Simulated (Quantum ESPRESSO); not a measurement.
```cif
data_Cl2F2Sr2
_chemical_formula_sum 'F2 Cl2 Sr2'
_space_group_name_H-M_alt 'P 1'
_space_group_IT_number 1
_cell_length_a 4.12963
_cell_length_b 4.12963
_cell_length_c 6.97661
_cell_angle_alpha 90.000
_cell_angle_beta 90.000
_cell_angle_gamma 90.000
loop_
_space_group_symop_operation_xyz
  'x, y, z'
loop_
_atom_site_label
_atom_site_type_symbol
_atom_site_fract_x
_atom_site_fract_y
_atom_site_fract_z
_atom_site_occupancy
F1 F 0.50000 0.50000 0.00000 1
F2 F 0.00000 0.00000 0.00000 1
Cl1 Cl 0.50000 0.00000 0.64490 1
Cl2 Cl 0.00000 0.50000 0.35510 1
Sr1 Sr 0.00000 0.50000 0.79950 1
Sr2 Sr 0.50000 0.00000 0.20050 1
```

The geometry is that of Materials Project entry mp-22957, symmetrised and not relaxed again.

Question: What does LDA (pw.x of Quantum ESPRESSO, ONCV potentials, no spin-orbit coupling) give for the electronic structure near the Fermi level?

Answer: The LDA gap is direct, 5.64 eV at Γ.
